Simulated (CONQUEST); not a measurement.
Input and output of a self-consistent single point for Ge (P6_3/mmc, 8 atoms in the cell; from Materials Project mp-1007760, changed as shown) (CONQUEST).

Method: CONQUEST with LDA (PW92), numerical atomic orbitals double-zeta with polarisation (the shipped basis), PseudoDojo norm-conserving potentials made for LDA.

The change in words: lattice scaled by 1.02. Reference geometry (P6_3/mmc):
```
Ge
1.0
    3.92044     0.00000     0.00000
    0.00000     6.79040     0.00000
    0.00000     0.00000     6.47201
Ge
8
Direct
  0.50000   0.16667   0.06290
  0.00000   0.33333   0.93710
  0.00000   0.33333   0.56290
  0.50000   0.16667   0.43710
  0.00000   0.66667   0.06290
  0.50000   0.83333   0.93710
  0.50000   0.83333   0.56290
  0.00000   0.66667   0.43710
```

Reference input (self-consistent single point, DFT, LDA (PW92), numerical atomic orbitals double-zeta with polarisation (the shipped basis), PseudoDojo norm-conserving potentials made for LDA): basis = DZP; Diag.MPMeshX, Y, Z = 6 4 4; potentials = PseudoDojo norm-conserving LDA; Grid.GridCutoff = 140 Ha; DM.SolutionMethod = diagon; Diag.kT = 0.003675 Ha; Diag.GammaCentred = true; minE.SCTolerance = 1.0e-06; SC.MaxIters = 100; SC.LinearMixingFactor = 0.5; SC.KerkerPreCondition = true; SC.KerkerFactor = 0.1 1/bohr. This run's input differs from it in these lines:

```diff
@@ -31,5 +31,5 @@
 # file: input.coords
-     3.920437000      0.000000000      0.000000000
-     0.000000000      6.790395000      0.000000000
-     0.000000000      0.000000000      6.472012000
+     3.998846000      0.000000000      0.000000000
+     0.000000000      6.926203000      0.000000000
+     0.000000000      0.000000000      6.601452000
 8
```

Output (repeated stretches shortened):

```
    new_SC_potl: Starting.  Tolerance:  0.10000E-05

    PulayMixSC: Starting Pulay mixing, A_up =  0.500 A_dn =  0.500
    PulayMixSC: Spin non-polarised calculation.
    PulayMixSC: with Kerker preconditioning, q0 =  0.100
          Harris-Foulkes Energy            :    -19423.205317722575273 eV
          GroundState Energy (E-(1/2)TS)   :    -19423.212519149332365 eV
          Free Energy (E-TS)               :    -19423.219720576089458 eV
          DFT Total Energy                 :    -19422.455865058185736 eV
          Total number of electrons        :       112.000000000004391
   [... lines left out ...]
          Total number of electrons        :       112.000098437599220
    PulayMixSC: Pulay iteration     5 residual:              0.22034E-05
          Harris-Foulkes Energy            :    -19422.577699408844637 eV
          GroundState Energy (E-(1/2)TS)   :    -19422.586040373935248 eV
          Free Energy (E-TS)               :    -19422.594381339022220 eV
          DFT Total Energy                 :    -19422.577699336066871 eV
          Total number of electrons        :       112.000099847348125
    PulayMixSC: Pulay iteration     6 residual:              0.36660E-06
    PulayMixSC: Reached SCF tolerance of  0.36660E-06 after      6 iterations
      | Number of electrons      =       112.000100
      |* band energy as 2Tr[K.H] =     -2677.427709474492076 eV
      |  screened ion-ion energy =    -15275.555950903008124 eV
      |  Ha correction           =        50.376788300109197 eV
      |  XC correction           =     -1519.970915671469356 eV
      | GS Energy as E-(1/2)TS   =    -19422.586040373935248 eV
      | Free Energy as E-TS      =    -19422.594381339022220 eV
      |* Harris-Foulkes energy   =    -19422.577699408844637 eV
      |* DFT total energy        =    -19422.577699336066871 eV
      |  estimated accuracy      =        -0.000000072779479 eV

    force: Forces on atoms (eV/A )
    force:  Atom   X              Y              Z
   [... lines left out ...]
    force: Maximum force :        0.01000998(eV/A ) on atom         1 in z direction
   [... lines left out ...]
    force: Force Residual:        0.01008071 eV/A
    force: Total stress:          1.36411005     0.00000000    -0.00000000 GPa
                             0.00000000     1.76154810    -0.00000000
                             0.00000000    -0.00000000     2.23451327
    force: Average pressure:     -1.78672381 GPa

    force: Finished force
    get_E_and_F: Change in energy during last step of electronic optimisation:  0.18109E-06
```

The run converged in 6 iterations. CONQUEST prints the stress tensor with tension positive. Against the reference run the free energy falls by 3.1 meV/atom and the pressure goes from 2.64 to -1.79 GPa.

The program uses no crystal symmetry, so grid and mesh can part values that symmetry would make equal. The atom-centred basis is finite, which shifts total energies and pressures against plane waves. The structure comes from a collection of computed structures, made at another level of theory; the collection holds predicted forms beside known ones. Its lattice was then scaled. No clean gap shows at this smearing width and mesh (spacing up to 0.26 Å⁻¹); the mesh is coarse for partly filled bands, so the values carry mesh errors. Semi-local functionals can close small gaps.

Cost on one core: about 60 core-seconds (a rough figure).
